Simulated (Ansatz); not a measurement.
TeW in space group P6_3/m (No. 176; W on 6h, Te on 6h) under volume change, r²SCAN+D4 in the plane-wave PAW code Ansatz, shape and atoms relaxed at each volume.

| V (Å³/atom) | E − E(relaxed) (meV/atom) | P (GPa) |
|---|---|---|
| 25.056 | 22.4 | 3.42 |
| 25.882 | 8.8 | 1.92 |
| 26.708 | 1.9 | 0.84 |
| 27.534 | 0.0 | 0.00 |
| 28.360 | 1.5 | -0.53 |
| 29.186 | 5.1 | -0.85 |
| 30.012 | 10.0 | -1.03 |

Problem. What does a third-order Birch–Murnaghan fit give for V₀, B₀ and B′?

Solution. V₀ = 27.57 Å³/atom, B₀ = 21.4 GPa, B′ = 11.8.

The start of the workflow was typed in or built on a structure type; neither database checked (COD, Materials Project) lists it. Its standing as an ambient phase is unchecked. Symmetry was held in the r²SCAN+D4 relaxation; whether a distortion lowers the energy is not shown. No spin polarisation was allowed. Spin–orbit coupling is left out wherever it is not named.

Potentials: the earlier of the program's two PAW sets.
